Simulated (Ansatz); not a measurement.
The relaxed structure here is a generated cell of WC: the first start was made by placing the elements on the sites of a structure type, and the end was not matched to a known phase here, so it may be hypothetical. Known forms of WC include space group No. 187.

The end point of a relaxation of WC. Space group I4₁/amd (No. 141). These are r2SCAN (plane waves to 500 eV, PAW, scalar-relativistic; Ansatz, an electronic-structure program) values and carry that method's errors.

Space group I4₁/amd, origin choice 1 (No. 141); a = b = 2.9942 Å, c = 20.4811 Å, α = β = γ = 90.00°

| atom | site | symmetry | x | y | z |
|---|---|---|---|---|---|
| W | 8e | 2mm. | 0.0000 | 0.0000 | 0.2987 |
| C | 8e | 2mm. | 0.0000 | 0.0000 | 0.1915 |
(The calculation used a cell of 8 atoms; values per cell refer to that cell.)

```json
{
  "volume_per_atom": "11.48 Å³",
  "band_gap": "zero (metallic)",
  "shortest_distances": "C–W 2.13 Å; W–W 2.91 Å; C–C 2.99 Å",
  "k-mesh": "18×18×18"
}
```

No spin polarisation in the result.

The run could not lose the symmetry of its start: the end is stationary, and may be a saddle point rather than a minimum.
